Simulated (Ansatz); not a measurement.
InAs (zinc blende)

```
CELL_PARAMETERS angstrom
      0.00000     3.05419     3.05419
      3.05419     0.00000     3.05419
      3.05419     3.05419     0.00000
ATOMIC_POSITIONS crystal
  As 0.75000 0.75000 0.75000
  In 0.00000 0.00000 0.00000
```

The slice is a {110} plane (indices of the conventional cell) through the point (0.750, 0.750, 0.750) (fractional), spanned by u = [100] and v = [1 -1 -1] in vectors of this cell: u (4.32 Å) and v (6.11 Å, at 90° to u). It covers one period; positions are fractions (u, v).

All values below come from r2SCAN (plane waves to 500 eV, PAW, scalar-relativistic; Ansatz, an electronic-structure program). k mesh 9×9×9. Near the nuclei the fields are pseudised (PAW); where an atom keeps semicore shells as valence, they peak there. InAs was relaxed with its symmetry unable to fall. The PAW data are Ansatz's earlier set.

Three fields on this plane, each scaled to ten steps between its own extremes (0 low, 9 high; the total valence density on a logarithmic scale, the potential cut 8 eV below its top; x marks points blanked near nuclei; v = 0 in the bottom row):

Map A
```
|xxxxx98632223689xxxx|
|xxxxx97422222479xxxx|
|xxxx9842xxxxx2489xxx|
|xxx9963xxxxxxx3699xx|
|889973xxxxxxxxx37998|
|888742xxxxxxxxx24788|
|666532xxxxxxxxx23566|
|333322xxxxxxxxx22333|
|112222xxxxxxxxx22221|
|0011223xxxxxxx322110|
|00012222xxxxx2222100|
|00001222222222221000|
|00000122222222210000|
|00000011222221100000|
|00000001111111000000|
|00000000000000000000|
|00000000000000000000|
|00000000000000000000|
|11100000000000000011|
|33321000000000001233|
|66542100000000012456|
|88765310000000135678|
|88876531000001356788|
|xxx876420000024678xx|
|xxxx7763100013677xxx|
|xxxxx87521012578xxxx|
|xxxxx88632123688xxxx|
|xxxxx98642224689xxxx|
```

Map B
```
|xxxxx04443234440xxxx|
|xxxxx12100000121xxxx|
|xxxx0100xxxxx0010xxx|
|xxx0100xxxxxxx0010xx|
|002320xxxxxxxxx02320|
|555520xxxxxxxxx02555|
|777520xxxxxxxxx02577|
|887620xxxxxxxxx02678|
|888630xxxxxxxxx03688|
|8887510xxxxxxx015788|
|98876400xxxxx0046788|
|99887641000001467889|
|99888765432345678889|
|99988877666667788899|
|99999888888888889999|
|99999999999999999999|
|99999999999999999999|
|89999999999999999999|
|88999999999999999998|
|88899999999999999988|
|77888999999999998887|
|55678899999999988765|
|00246889999999886520|
|xxx046899999998640xx|
|xxxx0478999998740xxx|
|xxxxx26888988862xxxx|
|xxxxx05788888750xxxx|
|xxxxx04666666640xxxx|
```

Map C
```
|xxxxx98777677789xxxx|
|xxxxx98888888889xxxx|
|xxxx9999xxxxx9999xxx|
|xxx9999xxxxxxx9999xx|
|998889xxxxxxxxx98889|
|777789xxxxxxxxx98777|
|666679xxxxxxxxx97666|
|555678xxxxxxxxx87655|
|334568xxxxxxxxx86543|
|2234578xxxxxxx875432|
|11234678xxxxx8754321|
|01123467788877643211|
|00123445666665443210|
|00012334555554332100|
|00011233444443321100|
|01111122333332211111|
|11111112222222111111|
|22221111111111111222|
|33322211100111122333|
|54443211000001123444|
|66554321000001234556|
|77765432100012345677|
|98876543210123456788|
|xxx876542112245678xx|
|xxxx8764322234678xxx|
|xxxxx86543334568xxxx|
|xxxxx87654445678xxxx|
|xxxxx98765556789xxxx|
```

### Question
Assign the maps to these fields: electron localisation function (ELF); valence electron density; electrostatic potential energy of an electron, from the cell's mean.

### Answer
A is the electron localisation function (ELF); B is the electrostatic potential energy of an electron, from the cell's mean; C is the valence electron density.
